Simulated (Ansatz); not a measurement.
CaO:
```cif
data_Ca2O2
_chemical_formula_sum 'Ca2 O2'
_space_group_name_H-M_alt 'P 1'
_space_group_IT_number 1
_cell_length_a 3.98137
_cell_length_b 3.98137
_cell_length_c 4.77083
_cell_angle_alpha 90.000
_cell_angle_beta 90.000
_cell_angle_gamma 120.000
loop_
_space_group_symop_operation_xyz
  'x, y, z'
loop_
_atom_site_label
_atom_site_type_symbol
_atom_site_fract_x
_atom_site_fract_y
_atom_site_fract_z
_atom_site_occupancy
Ca1 Ca 0.33333 0.66667 0.75000 1
O1 O 0.66667 0.33333 0.75000 1
Ca2 Ca 0.66667 0.33333 0.25000 1
O2 O 0.33333 0.66667 0.25000 1
```

Relaxed with r²SCAN.

Problem. Tabulate the valence density and the electron localisation function along the shortest Ca–Ca contact (3.31 Å), r²SCAN in the plane-wave PAW code Ansatz.

Solution. 

| distance from Ca (Å) | density (e/Å³) | ELF |
|---|---|---|
| 0.33 | 5.49 | 0.82 |
| 0.50 | 3.83 | 0.85 |
| 0.66 | 2.12 | 0.83 |
| 0.83 | 0.94 | 0.71 |
| 0.99 | 0.36 | 0.34 |
| 1.16 | 0.15 | 0.07 |
| 1.33 | 0.09 | 0.03 |
| 1.49 | 0.07 | 0.03 |
| 1.66 | 0.07 | 0.03 |
| 1.82 | 0.07 | 0.03 |
| 1.99 | 0.09 | 0.03 |
| 2.15 | 0.15 | 0.07 |
| 2.32 | 0.36 | 0.34 |
| 2.48 | 0.94 | 0.71 |
| 2.65 | 2.12 | 0.83 |
| 2.82 | 3.83 | 0.85 |
| 2.98 | 5.49 | 0.82 |

The density is the valence pseudo-density with augmentation charge, so density and ELF within about 1 Å of a nucleus are not all-electron values.

Space group P6_3/mmc. The start of the workflow was typed in or built on a structure type; the Crystallography Open Database copy checked does not list it. It is not the phase usual at ambient conditions (space group No. 225). The r²SCAN relaxation kept the symmetry of its start; whether a distortion lowers the energy is not shown.

Potentials: the earlier of the program's two PAW sets.
